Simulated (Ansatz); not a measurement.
The elements of this relaxed trial crystal are hidden behind letters.

```
lattice vectors (Å)
   3.8481    0.0000    0.0000
  -1.9241    3.3326    0.0000
   0.0000    0.0000    9.5232
fractional positions
X 0.0000 0.0000 0.0117
X 0.3333 0.6667 0.6556
Z 0.6667 0.3333 0.3395
Q 0.3333 0.6667 0.9136
Q 0.6667 0.3333 0.5576
Q 0.0000 0.0000 0.2719
```

Computed with Ansatz 0.2.0, DFT PBE, scalar-relativistic, plane waves, PAW. The final run on the 6-atom cell used 420 eV, a Γ-centred 12×12×4 mesh, 0.10 eV smearing and no spin polarisation.

```
Space group                                : P3m1 (No. 156)
Conventional cell                          : a = 3.848 Å, c = 9.523 Å
Volume per atom                            : 20.35 Å³
Density                                    : 5.10 g/cm³
Energy over the elements                   : −0.06 eV/atom
Gap on the 12×12×4 mesh of the 6-atom cell : 0 eV (the bands meet within 0.015 eV)
```

Energies are uncorrected and count from the elements' standard states at the same level.

Q: X is a p-block element of period 4, Z is a p-block element of period 2 and Q is a p-block element of period 4. Which elements are they?

A: X = Ga, Z = B, Q = As, so the formula is Ga2BAs3. Density times volume gives a mean mass of 5.10 × 20.35/1.6605 = 62.5 u per atom, and this set has 62.5 u. Ga on its first site is surrounded by 4 As at 2.41–2.48 Å; B is surrounded by 1 As at 2.08 Å and 3 As at 2.31 Å; As on its first site is surrounded by 4 Ga at 2.41–2.46 Å; 3 more sites not described. Other sets within the hints have nearly the same mass, so mass alone doesn't settle it; this one was computed.

The zero gap may come from the functional, which often closes small gaps, or the cell may be a true semimetal. Symmetry constrained the relaxation, so the result can be a saddle point. Another cell of Ga2BAs3 relaxed alike, in I-4m2, lies 22 meV/atom lower, so this cell isn't the stable form at this level.
